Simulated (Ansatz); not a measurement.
# Does relaxation matter for the field gradients of TiO2 with Bi replacing Ti?

Start: a supercell of TiO2 (rutile type, P4_2/mnm) built from a structure deposited in the COD, with all atoms left at the host's positions.

Space group Pmmm (No. 47); a = 6.4944, b = 6.4944, c = 8.8722 Å.

```csv
site,Wyckoff,site symmetry,x,y,z
Bi,1a,mmm,0.0000,0.0000,0.0000
Ti2,2q,mm2,0.0000,0.0000,0.3333
Ti4,1f,mmm,0.5000,0.5000,0.0000
Ti5,2t,mm2,0.5000,0.5000,0.3333
Ti7,2s,mm2,0.5000,0.0000,0.1667
Ti8,1d,mmm,0.5000,0.0000,0.5000
Ti10,2r,mm2,0.0000,0.5000,0.1667
Ti11,1g,mmm,0.0000,0.5000,0.5000
O13,2i,2mm,0.3050,0.0000,0.0000
O14,4w,.m.,0.3050,0.0000,0.3333
O16,2k,2mm,0.8050,0.5000,0.0000
O17,4x,.m.,0.8050,0.5000,0.3333
O19,4v,m..,0.5000,0.3050,0.1667
O20,2p,m2m,0.5000,0.3050,0.5000
O22,4u,m..,0.0000,0.8050,0.1667
O23,2n,m2m,0.0000,0.8050,0.5000
```

One atom of each set is listed.

Computed with Ansatz: DFT, PBE, plane waves and PAW, scalar-relativistic, collinear spin, 420 eV cutoff, Γ-centred 3×3×2 k-points, Fermi–Dirac smearing 0.01 eV. Start moments as typed (μB): 1 on each Bi, none on the rest.

The largest force at the start is 3.8 eV/Å. Relaxing the ions at fixed cell moves them by 0.213 Å at most (atom 34, O) and 0.080 Å rms.

```
site  moved (Å)                   first shell before               first shell after  V_zz before (10²¹ V/m²)  η before
  Bi      0.000                   6 O at 1.95–1.98 Å              6 O at 2.08–2.15 Å                   -13.38      0.67
 Ti2      0.078                   6 O at 1.95–1.98 Å              6 O at 1.90–1.98 Å                    -3.21      0.35
 Ti5      0.005                   6 O at 1.95–1.98 Å              6 O at 1.95–1.96 Å                    -2.07      0.36
 Ti7      0.064                   6 O at 1.95–1.98 Å              6 O at 1.91–1.98 Å                    -2.44      0.71
Ti10      0.023                   6 O at 1.95–1.98 Å              6 O at 1.91–1.96 Å                    -2.82      0.34
Ti11      0.000                   6 O at 1.95–1.98 Å              6 O at 1.94–1.96 Å                    -2.15      0.23
 O13      0.103       2 Ti at 1.95 Å, 1 Bi at 1.98 Å  2 Ti at 1.93 Å, 1 Bi at 2.08 Å                     6.96      0.52
 O17      0.035                  3 Ti at 1.95–1.98 Å             3 Ti at 1.94–1.96 Å                     2.27      0.95
 O20      0.013                  3 Ti at 1.95–1.98 Å             3 Ti at 1.95–1.97 Å                     2.33      0.96
 O22      0.213  2 Ti at 1.95–1.98 Å, 1 Bi at 1.95 Å  2 Ti at 1.91 Å, 1 Bi at 2.15 Å                     6.14      0.79
 O23      0.022                  3 Ti at 1.95–1.98 Å             3 Ti at 1.90–1.96 Å                    -2.27      0.76
```

(1) What are V_zz and η after the relaxation?

Answers

(1) 

| site | V_zz after | η after | change of V_zz |
| --- | --- | --- | --- |
| Bi | 13.61 | 0.72 | – |
| Ti2 | 4.31 | 0.10 | – |
| Ti5 | -1.43 | 0.74 | +0.64 |
| Ti7 | -3.79 | 0.22 | -1.35 |
| Ti10 | 3.05 | 0.79 | – |
| Ti11 | -1.72 | 0.74 | +0.43 |
| O13 | 7.70 | 0.49 | +0.74 |
| O17 | -2.90 | 0.79 | – |
| O20 | -2.71 | 0.88 | – |
| O22 | 5.52 | 0.65 | -0.62 |
| O23 | 2.46 | 0.19 | – |

The largest change of V_zz along a kept axis is on Ti7, from -2.44 to -3.79. The whole tensor moves most on Bi, by 22.87 along its most changed direction. In per cent, |V_zz| changes by -31 to +55 on Ti, -10 to +11 on O (all sites that start above 2, bar those whose gradient vanishes or changes sign or whose main axis turns by over 40°). Where |V_zz| stays above 0.1 and the axes keep their order, η moves most on Ti11, from 0.23 to 0.74. On Ti5 V_xx and V_yy change places (or their axes turn by over 50°), so the two values of η hide a larger change. On Bi, Ti2, Ti10, O20, O17, O23 the largest principal value lies along another axis in the second run, so the two V_zz can't be compared directly. The table leaves out 5 of the 16 sites, with |V_zz| up to 2.60; their tensors move by 0.41 at most along any direction. The statements above cover all sites. The host's own positions weren't relaxed first, so part of the change far from the defect can be the host's relaxation.

The defect repeats with the cell of 36 atoms, so it feels its images: sites between two images don't show the values beside a lone defect, and zeros or small values of η there can come from the images' arrangement. O and Ti carry a gradient in the pure host already, so the values there aren't the defect's effect alone. The defect cell has no gap above 0.1 eV on its mesh, so the values can hang on the smearing and the k-mesh. Spin–orbit coupling is left out, which shifts gradients on Bi by a few per cent in wide-gap crystals, and can shift them far more where the calculated gap is small or absent, as here. The cell keeps the host's lattice, where the PBE pressure is 14 GPa. The run lost most of its start moments on Bi; a state with other moments may lie lower.
Before: The neighbours have not yet relaxed around the defect (largest force 3.8 eV/Å), so the values at and beside it are those of a strained start, not of the defect in a real crystal.
After: The relaxation keeps the site symmetry mmm of the start, so the impurity can't leave its site; a distortion that would localise the partly filled state isn't explored.
